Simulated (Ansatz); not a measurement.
**Mo (Im-3m), an elastic constant from a strain scan**

Level of theory: DFT r2SCAN, scalar-relativistic, plane waves, PAW in Ansatz 0.2.0. Settings: plane waves to 500 eV, k-mesh 26×26×26 (Γ-centred), Gaussian smearing 0.15 eV. No spin polarisation. Energies are free energies at this smearing, counted from the undisturbed cell; pressure is positive in compression.

The undisturbed cell (relaxed at this level; with this scan's settings it stands at 0.1 GPa):

```xyz
1
Lattice="-1.5752 1.5752 1.5752 1.5752 -1.5752 1.5752 1.5752 1.5752 -1.5752" Properties=species:S:1:pos:R:3 pbc="T T T"
Mo    0.0000    0.0000    0.0000
```

The cell is strained by ε times the Voigt pattern (0, 0, 0, 0, 1, 0) (xx, yy, zz, yz, xz, xy; engineering shear) with fractional coordinates fixed. The cell holds 1 atom in V0 = 15.63 Å³. The stress column is τ = (1/V0) dE/dε, got from the stress tensor σ (compression positive) at each point as −det(1 + εP) σ : P(1 + εP)⁻¹, with P the pattern as a tensor.

```
      ε  ΔE (meV/atom)  τ (GPa)
-0.0175          1.638   -1.914
-0.0150          1.205   -1.643
-0.0100          0.537   -1.097
-0.0050          0.134   -0.549
 0.0000          0.000    0.000
 0.0050          0.134    0.549
 0.0100          0.537    1.097
 0.0150          1.205    1.643
 0.0175          1.638    1.914
 0.0200              ?        ?
```

Problem. Which combination of elastic constants does this scan measure, and how large is it?

Solution. For small ε, τ = τ0 + Kε with K = pᵀCp, which for this pattern is C44 in the cubic axes. The parabola through τ at ε = -0.0050, 0 and 0.0050 has slope K = 110 GPa at zero. The energies per cell, E = NΔE, of the same two points give K = 2[E(ε₊)/ε₊ − E(ε₋)/ε₋]/[(ε₊ − ε₋)V0] = 110 GPa, in agreement.

Problem. Predict the withheld row at ε = 0.0200 from the harmonic law, and compare.

Solution. ΔE = V0(τ0 ε + Kε²/2)/N = 2.144 meV/atom and τ = 2.20 GPa. The calculation gives 2.139 meV/atom and 2.19 GPa, a miss of 0.01 meV/atom at most, so the harmonic law still holds here.

In a metal these slopes depend on the k mesh and the smearing.

Cost: 6 runs of about 9.1 core-minutes in all, on Intel Xeon Processor @ 2.50GHz (Skylake/Cascade Lake) (shared hosts).